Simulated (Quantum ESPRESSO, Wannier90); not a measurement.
Wannierisation of MgPd (CsCl type)

Materials Project entry mp-506; symmetrised, unrelaxed at this level. COD (Crystallography Open Database) has an entry of this formula and space group (matched by these alone). Level: PBEsol, spinors with spin-orbit coupling; pw.x of Quantum ESPRESSO at 68 Ry with PseudoDojo potentials, 8×8×8 k-points, Wannier90. Density: 14×14×14 mesh, cold smearing 0.01 Ry.

On the energy scale of pw.x, whose zero is arbitrary, the Fermi level lies at 13.60 eV.

Input w.win:

```
num_bands = 2
num_wann = 2
exclude_bands = 1-4,7-52
spinors = true
num_iter = 1000
conv_tol = 1.0e-6
conv_window = 4
write_hr = true
write_u_matrices = true
auto_projections = true
begin unit_cell_cart
ang
    3.1553800000    0.0000000000    0.0000000000
    0.0000000000    3.1553800000    0.0000000000
    0.0000000000    0.0000000000    3.1553800000
end unit_cell_cart
begin atoms_frac
Mg   0.0000000000  0.0000000000  0.0000000000
Pd   0.5000000000  0.5000000000  0.5000000000
end atoms_frac
mp_grid = 8 8 8
begin kpoints
0.0000000000 0.0000000000 0.0000000000
0.0000000000 0.0000000000 0.1250000000
0.0000000000 0.0000000000 0.2500000000
... (509 more lines: the 8x8x8 mesh through Gamma)
end kpoints
```

Input of pw2wannier90.x that gives the overlap and projection files (equivalent; here they were cut from one run over all bands):

```
&inputpp
  outdir = './out'
  prefix = 'pwscf'
  seedname = 'w'
  write_amn = .true.
  write_mmn = .true.
  scdm_proj = .true.
  scdm_entanglement = 'isolated'
/
```

Output w.wout (banner and timings cut):

```
                                    ------
                                    SYSTEM
                                    ------

                              Lattice Vectors (Ang)
                    a_1     3.155380   0.000000   0.000000
                    a_2     0.000000   3.155380   0.000000
                    a_3     0.000000   0.000000   3.155380

                   Unit Cell Volume:      31.41630  (Ang^3)

                        Reciprocal-Space Vectors (Ang^-1)
                    b_1     1.991261   0.000000   0.000000
                    b_2     0.000000   1.991261   0.000000
                    b_3     0.000000   0.000000   1.991261

 *----------------------------------------------------------------------------*
 |   Site       Fractional Coordinate          Cartesian Coordinate (Ang)     |
 +----------------------------------------------------------------------------+
 | mg   1   0.00000   0.00000   0.00000   |    0.00000   0.00000   0.00000    |
 | pd   1   0.50000   0.50000   0.50000   |    1.57769   1.57769   1.57769    |
 *----------------------------------------------------------------------------*
                                ------------
                                K-POINT GRID
                                ------------

             Grid size =  8 x  8 x  8      Total points =  512

 *---------------------------------- MAIN ------------------------------------*
 |  Number of Wannier Functions               :                 2             |
 |  Number of Objective Wannier Functions     :                 2             |
 |  Number of input Bloch states              :                 2             |
 |  Output verbosity (1=low, 5=high)          :                 1             |
 |  Timing Level (1=low, 5=high)              :                 1             |
 |  Optimisation (0=memory, 3=speed)          :                 3             |
 |  Length Unit                               :               Ang             |
 |  Post-processing setup (write *.nnkp)      :                 F             |
 |  Using Gamma-only branch of algorithms     :                 F             |
 *----------------------------------------------------------------------------*
 *------------------------------- WANNIERISE ---------------------------------*
 |  Total number of iterations                :              1000             |
 |  Number of CG steps before reset           :                 5             |
 |  Trial step length for line search         :             2.000             |
 |  Convergence tolerence                     :         0.100E-05             |
 |  Convergence window                        :                 4             |
 |  Iterations between writing output         :                 1             |
 |  Iterations between backing up to disk     :               100             |
 |  Write r^2_nm to file                      :                 F             |
 |  Write xyz WF centres to file              :                 F             |
 |  Write on-site energies <0n|H|0n> to file  :                 F             |
 |  Use guiding centre to control phases      :                 F             |
 |  Use phases for initial projections        :                 F             |
 *----------------------------------------------------------------------------*
 *-------------------------------- PLOTTING ----------------------------------*
 |  Plotting Hamiltonian in WF basis          :                 T             |
 *----------------------------------------------------------------------------*

 *---------------------------------- K-MESH ----------------------------------*
 +----------------------------------------------------------------------------+
 |                    Distance to Nearest-Neighbour Shells                    |
 |                    ------------------------------------                    |
 |          Shell             Distance (Ang^-1)          Multiplicity         |
 |          -----             -----------------          ------------         |
 |             1                   0.248908                      6            |
 |             2                   0.352009                     12            |
 |             3                   0.431121                      8            |
 |             4                   0.497815                      6            |
 |             5                   0.556574                     24            |
 |             6                   0.609697                     24            |
 |             7                   0.704017                     12            |
 |             8                   0.746723                     30            |
       ... (lines left out)
 +----------------------------------------------------------------------------+
 | The b-vectors are chosen automatically                                     |
 | The following shells are used:                       1                     |
 +----------------------------------------------------------------------------+
 |                        Shell   # Nearest-Neighbours                        |
 |                        -----   --------------------                        |
 |                          1               6                                 |
 +----------------------------------------------------------------------------+
 | Completeness relation is fully satisfied [Eq. (B1), PRB 56, 12847 (1997)]  |
 +----------------------------------------------------------------------------+
 |                  b_k Vectors (Ang^-1) and Weights (Ang^2)                  |
 |                  ----------------------------------------                  |
 |            No.         b_k(x)      b_k(y)      b_k(z)        w_b           |
 |            ---        --------------------------------     --------        |
 |             1         0.000000    0.000000    0.248908     8.070372        |
 |             2         0.000000    0.248908    0.000000     8.070372        |
 |             3         0.248908    0.000000    0.000000     8.070372        |
 |             4         0.000000    0.000000   -0.248908     8.070372        |
 |             5         0.000000   -0.248908    0.000000     8.070372        |
 |             6        -0.248908    0.000000    0.000000     8.070372        |
 +----------------------------------------------------------------------------+
 |                           b_k Directions (Ang^-1)                          |
 |                           -----------------------                          |
 |            No.           x           y           z                         |
 |            ---        --------------------------------                     |
 |             1         0.000000    0.000000    0.248908                     |
 |             2         0.000000    0.248908    0.000000                     |
 |             3         0.248908    0.000000    0.000000                     |
 +----------------------------------------------------------------------------+

 Starting a new Wannier90 calculation ...

 Reading overlaps from w.mmn

 Reading projections from w.amn

 *------------------------------- WANNIERISE ---------------------------------*
 +--------------------------------------------------------------------+<-- CONV
 | Iter  Delta Spread     RMS Gradient      Spread (Ang^2)            |<-- CONV
 +--------------------------------------------------------------------+<-- CONV

 ------------------------------------------------------------------------------
 Initial State
  WF centre and spread    1  (  1.577690, -1.577690,  1.577690 )     0.33137106
  WF centre and spread    2  ( -1.577690,  1.577690,  1.577690 )     0.33134940
  Sum of centres and spreads (  0.000000,  0.000000,  3.155380 )     0.66272046

      0     0.663E+00     0.0000000000        0.6627204606  <-- CONV
        O_D=      0.0000278 O_OD=      0.0000172 O_TOT=      0.6627205 <-- SPRD
 ------------------------------------------------------------------------------
      1    -0.299E-04     0.0018697148        0.6626905484  <-- CONV
        O_D=      0.0000071 O_OD=      0.0000080 O_TOT=      0.6626905 <-- SPRD
      2    -0.134E-04     0.0030151324        0.6626771870  <-- CONV
        O_D=      0.0000007 O_OD=      0.0000011 O_TOT=      0.6626772 <-- SPRD
      3    -0.145E-05     0.0011140486        0.6626757324  <-- CONV
        O_D=      0.0000001 O_OD=      0.0000002 O_TOT=      0.6626757 <-- SPRD
      4    -0.207E-06     0.0003932232        0.6626755255  <-- CONV
        O_D=      0.0000000 O_OD=      0.0000000 O_TOT=      0.6626755 <-- SPRD
      5    -0.426E-07     0.0001681765        0.6626754830  <-- CONV
        O_D=      0.0000000 O_OD=      0.0000000 O_TOT=      0.6626755 <-- SPRD
      6    -0.105E-07     0.0000816187        0.6626754725  <-- CONV
        O_D=      0.0000000 O_OD=      0.0000000 O_TOT=      0.6626755 <-- SPRD
      7    -0.238E-08     0.0000429283        0.6626754701  <-- CONV
        O_D=      0.0000000 O_OD=      0.0000000 O_TOT=      0.6626755 <-- SPRD
             <<<     Delta < 1.000E-06  over  4 iterations     >>>
             <<< Wannierisation convergence criteria satisfied >>>
 Final State
  WF centre and spread    1  (  1.577690, -1.577690,  1.577690 )     0.33133774
  WF centre and spread    2  ( -1.577690,  1.577690,  1.577690 )     0.33133773
  Sum of centres and spreads (  0.000000,  0.000000,  3.155380 )     0.66267547

         Spreads (Ang^2)       Omega I      =     0.662675459
        ================       Omega D      =     0.000000004
                               Omega OD     =     0.000000008
    Final Spread (Ang^2)       Omega Total  =     0.662675470
```
